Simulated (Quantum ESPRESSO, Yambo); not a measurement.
Rb2LiScF6 (space group Fm-3m, No. 225): one geometry, one set of PBEsol (Quantum ESPRESSO, PseudoDojo norm-conserving, 84 Ry, no spin-orbit coupling) orbitals, self-energies from Yambo (2×2×2 Γ-centred k mesh, bands 3 to 290 and a 8 Ry block in the screening, 290 bands in G with the Bruneval-Gonze terminator, plasmon pole fitted at 27.2 eV).

```json
[
 {"level": "PBEsol (Quantum ESPRESSO)", "gap Γ → Γ (eV)": "6.74"},
 {"level": "exchange only (Hartree-Fock self-energy on PBEsol orbitals)", "gap Γ → Γ (eV)": "…"},
 {"level": "static COHSEX@PBEsol", "gap Γ → Γ (eV)": "13.07"},
 {"level": "G0W0@PBEsol, plasmon pole", "gap Γ → Γ (eV)": "11.88"},
 {"level": "G0W0@PBEsol, multipole fit to 8 frequencies, no terminator", "gap Γ → Γ (eV)": "…"},
 {"level": "G0W0@PBEsol, plasmon pole, no terminator", "gap Γ → Γ (eV)": "12.00"}
]
```

**Question.** Some entries are withheld; supply them.

**Answer.** 
- exchange only (Hartree-Fock self-energy on PBEsol orbitals), gap Γ → Γ (eV): 22.62
- G0W0@PBEsol, multipole fit to 8 frequencies, no terminator, gap Γ → Γ (eV): 11.75

Bare exchange has no screening and gives the widest gap; static COHSEX screens it but leaves out the frequency dependence, which G0W0 restores.

Nearest settings tried, and what they do to the gap: 187 bands in G: -2 meV; 138 bands in W: +83 meV; 7 Ry block (339 vectors against 411): +12 meV. Not varied: mesh. So the settings aren't converged at that level. The k mesh is coarse.

Geometry of the Materials Project entry, not relaxed at this level; primitive cell a = b = c = 5.987 Å, α = β = γ = 60.00°.

The structure is a Materials Project entry; no match was found in the copy of COD used, and its stability was not checked.
